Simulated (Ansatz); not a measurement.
This run works on a generated trial structure, not on a known crystal.

Input and command of a plane-wave DFT calculation in Ansatz:

```yaml
crystal:
  lattice:
    - [5.13528268, 0.0, 0.0]
    - [0.0, 5.13528268, 0.0]
    - [0.0, 0.0, 7.54468031]
  atoms:
    - { symbol: Na, position: [0.0, 0.5, 0.0] }
    - { symbol: Na, position: [0.5, 0.0, 0.0] }
    - { symbol: V, position: [0.0, 0.5, 0.5], spin: 2.0 }
    - { symbol: V, position: [0.5, 0.0, 0.5], spin: 2.0 }
    - { symbol: Te, position: [0.5, 0.5, 0.24876875] }
    - { symbol: Te, position: [0.5, 0.5, 0.75123125] }
    - { symbol: Te, position: [0.0, 0.0, 0.0] }
basis:
  ecutwfc: 420
kpoints:
  mp_grid: { grid: [3, 3, 2] }
hamiltonian:
  xc: pbe
scf:
  occupations: { method: gaussian, width: 0.2 }
  lower_state_search: "off"
output:
  forces: true
  stress: true
  eigenvalues: true
  populations: true
magnetization:
  spin_polarized: true
relax:
  adjacent_minimum: "off"
  f_tol: 0.08
  max_steps: 16
  cell: { stress_tol: 0.8 }
```

```bash
ansatz run input.yaml --threads 1 --pin off --max-ram 2560MiB --backend cpu --events-out ev --progress --plain --runs-dir out
```

Processor: Arm Neoverse V1, 1 thread, on a host shared with other jobs.

Task: Estimate time, memory and problem size.

Result: About 77 s, peak memory 0.54 GiB. It solves 58 bands at 6 k points (after reduction by symmetry) with about 3907 plane waves (on the last cell), in 64 SCF iterations over 7 ionic steps.
